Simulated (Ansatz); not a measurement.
The start is a relaxed SnO cell, doubled along one cell vector, shaken by Gaussian noise of σ = 0.08 Å a coordinate. The structure is fully relaxed (lattice and positions, P = 0) with r2SCAN (plane waves to 500 eV, PAW, scalar-relativistic; Ansatz, a first-principles code). First-step values are on the input's coarse k-mesh.

Ansatz input (later rounds restart from its end on a renewed k-mesh):
Ansatz 0.2 input:
```yaml
crystal:
  lattice:
    - [4.126206559, 0, 0]
    - [-2.0631032795, 3.5733997014, 0]
    - [0, 0, 10.3900733718]
  atoms:
    - { symbol: Sn, position: [0.3150524503, 0.6746819311, 0.1142655217] }
    - { symbol: Sn, position: [0.3627019161, 0.6917448131, 0.6295848728] }
    - { symbol: Sn, position: [0.670305031, 0.3373934012, 0.3692719077] }
    - { symbol: Sn, position: [0.7145842658, 0.3550415851, 0.8751018075] }
    - { symbol: O, position: [0.316311668, 0.6809133257, 0.3726762203] }
    - { symbol: O, position: [0.350393482, 0.6882660886, 0.8812246227] }
    - { symbol: O, position: [0.6412959155, 0.2945045285, 0.1226717759] }
    - { symbol: O, position: [0.6493788152, 0.329506723, 0.637453455] }
basis: { ecutwfc: 500, ecutrho_ratio: 4, xc_grid: 4, fft_grid_basis: typed }
kpoints: { mp_grid: { grid: [7, 7, 3] } }
hamiltonian:
  xc: r2scan
  dispersion: none
  pseudopotentials: { azcp: { folder: ./paw }, kind: paw }
scf: { occupations: { method: fermi_dirac, width: 0.05 } }
relax: { f_tol: 0.01, max_steps: 100, cell: { stress_tol: 0.02 } }
output: { forces: true, stress: true }
```

**Question.** What is the largest force in the starting geometry, and on which atom (counted from 1)?

**Answer.** 0.59 eV/Å, on Sn4 (atoms numbered as listed).

**Question.** How does the volume change?

**Answer.** +0.7 %, from 19.15 to 19.29 Å³/atom.

**Question.** Does it find its way back to the structure it was made from?

**Answer.** It does not go back: it reaches P2₁/m (No. 11), 0.496 eV/atom below the parent.

**Question.** Write out the relaxed structure.

**Answer.** 
Space group P2₁/m (No. 11); a = 3.622 Å, b = 3.398 Å, c = 6.275 Å, α = γ = 90.00°, β = 92.51°

| atom | site | symmetry | x | y | z |
|---|---|---|---|---|---|
| Sn | 2e | m | 0.1343 | 0.2500 | 0.2207 |
| O | 2e | m | 0.2006 | 0.2500 | 0.8849 |

Final values are on a 9×10×6 k-mesh of the relaxed cell. No spin polarisation in the result.

The relaxed structure here is a generated cell of SnO: the first start was made by placing the elements on the sites of a structure type, and the end was not matched to a known phase here, so it may be hypothetical. Known forms of SnO include space group No. 129.
